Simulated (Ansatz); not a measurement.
**Computed properties of Sn**

```
Sn
1.0
    -1.59075    1.59075    2.91565
     1.59075   -1.59075    2.91565
     1.59075    1.59075   -2.91565
Sn
1
Cartesian
  0.0000 0.0000 0.0000
```

The cell comes from COD entry 1540069, which wasn't checked; take it as a given geometry.

No spin–orbit coupling, which matters for the heavy atoms here.

These are results of Ansatz 0.2.0, DFT, PBEsol, all-electron LAPW, scalar-relativistic, not measurements.

Sampling and basis: a Γ-centred 18×18×18 k mesh, Fermi–Dirac smearing of 0.03 eV, basis error target 1 meV/atom, no spin polarisation.

```yaml
Pressure_at_this_cell: -4.11 GPa
Band_gap: "none: bands cross the Fermi level, a metal"
Stress_xx_yy_zz_compression_positive: -3.32, -3.32, -5.68 GPa
Density_of_states_at_the_Fermi_level_0.2_eV_bin: 0.60 states/eV per cell
Volume_per_atom: 29.51 Å³
```
